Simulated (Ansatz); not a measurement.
With DFT-r²SCAN+D4 in the program Ansatz with PAW potentials, Cl in the molecular I2 type structure (Cmce) relaxes to a = 6.370 Å, b = 4.076 Å, c = 8.192 Å.

The Kohn–Sham gap is 2.62 eV (direct). The valence maximum lies at Γ and the conduction minimum at Γ.

The cell was relaxed with r²SCAN+D4 under the symmetry of its start. The substance is a gas or liquid at ambient conditions; this is its low-temperature solid.

Potentials: the later of the program's two PAW sets.
